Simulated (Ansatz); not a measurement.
## Relaxing a structure of SnO2

The start is a generated trial cell of SnO2 in the cotunnite structure type. Cell shape, volume and atoms are optimised at zero target pressure with r2SCAN (plane waves to 500 eV, PAW, scalar-relativistic; Ansatz, an electronic-structure program). First-step values are on the input's coarse k-mesh.

Ansatz input (later rounds restart from its end on a renewed k-mesh):
Ansatz 0.2 input:
```yaml
crystal:
  lattice:
    - [5.669557, 0, 0]
    - [0, 3.373432, 0]
    - [0, 0, 6.729604]
  atoms:
    - { symbol: Sn, position: [0.7377, 0.25, 0.5959] }
    - { symbol: Sn, position: [0.2377, 0.25, 0.9041] }
    - { symbol: Sn, position: [0.2623, 0.75, 0.4041] }
    - { symbol: Sn, position: [0.7623, 0.75, 0.0959] }
    - { symbol: O, position: [0.625, 0.25, 0.9217] }
    - { symbol: O, position: [0.125, 0.25, 0.5783] }
    - { symbol: O, position: [0.375, 0.75, 0.0783] }
    - { symbol: O, position: [0.875, 0.75, 0.4217] }
    - { symbol: O, position: [0.5202, 0.25, 0.337] }
    - { symbol: O, position: [0.0202, 0.25, 0.163] }
    - { symbol: O, position: [0.4798, 0.75, 0.663] }
    - { symbol: O, position: [0.9798, 0.75, 0.837] }
basis: { ecutwfc: 500, ecutrho_ratio: 4, xc_grid: 4, fft_grid_basis: typed }
kpoints: { mp_grid: { grid: [4, 6, 3] } }
hamiltonian:
  xc: r2scan
  dispersion: none
  pseudopotentials: { kind: paw }
scf: { occupations: { method: fermi_dirac, width: 0.05 } }
relax: { f_tol: 0.01, max_steps: 100, cell: { stress_tol: 0.02 } }
output: { forces: true, stress: true }
```

* **Initial pressure**: -10.3 GPa (negative: the cell is under tension)
* **Largest initial force**: 1.49 eV/Å, on O5, O6, O7, O8 (atoms numbered as listed)
* **Outcome**: The space group goes from Pnma (No. 62) to I4₁/amd (No. 141); the end is anatase type, with 6 atoms in the primitive cell
* **Energy released**: 0.36 eV/atom
* **Band gap at the end**: 2.33 eV, indirect (valence top at P, conduction bottom at Γ) (no spin-orbit coupling)
* **Optimiser moves**: 32

Relaxed structure:

```cif
data_O8Sn4
_chemical_formula_sum 'Sn4 O8'
_space_group_name_H-M_alt 'I41/amd :1'
_space_group_IT_number 141
_space_group_name_Hall 'I 4bw 2bw -1bw'
_cell_length_a 3.99928
_cell_length_b 3.99928
_cell_length_c 10.20366
_cell_angle_alpha 90.000
_cell_angle_beta 90.000
_cell_angle_gamma 90.000
loop_
_atom_site_label
_atom_site_type_symbol
_atom_site_symmetry_multiplicity
_atom_site_Wyckoff_symbol
_atom_site_fract_x
_atom_site_fract_y
_atom_site_fract_z
_atom_site_occupancy
Sn1 Sn 4 b 0.00000 0.00000 0.50000 1
O1 O 8 e 0.00000 0.00000 0.29636 1
```
(The calculation used a cell of 6 atoms; values per cell refer to that cell.)

Final values are on a 9×9×9 k-mesh of the relaxed cell. No spin polarisation in the result.

The run could not lose the symmetry of its start.

The first start was generated by placing the elements on the sites of a structure type. Materials Project lists a structure of SnO2 in the same space group, I4₁/amd (No. 141); the sites were not compared with it, nor with measured phases. Known forms of SnO2 include space group No. 136.
